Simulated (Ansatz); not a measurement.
Consider the following.

Ga:
```xyz
1
Lattice="-1.3866 1.3866 2.2244 1.3866 -1.3866 2.2244 1.3866 1.3866 -2.2244" Properties=species:S:1:pos:R:3 pbc="T T T"
Ga     0.0000     0.0000     0.0000
```

This is the LDA-relaxed structure. Cartesian axes are those of the cell as given.

Task: All from DFT-LDA in the program Ansatz with PAW potentials, unless another level is named. Give the Young's modulus.

Result: 23.1 GPa.

Task: Give the elastic constants (relaxed ions, GPa).

Result: C11 = 89.2, C12 = 47.0, C13 = 60.2, C33 = 70.9, C44 = 4.1, C66 = 12.6.

Space group I4/mmm (body-centred tetragonal). The first step of the workflow began from a Materials Project structure, measured or hypothetical; the Crystallography Open Database copy checked does not list it. It is not the phase usual at ambient conditions (space group No. 64). The cell was relaxed with LDA under the symmetry of its start; its stability against distortions is not shown here. As this level gives no gap, shear constants depend on the k-mesh and smearing (Fermi–Dirac, 0.1 eV here).

Potentials: the earlier of the program's two PAW sets.
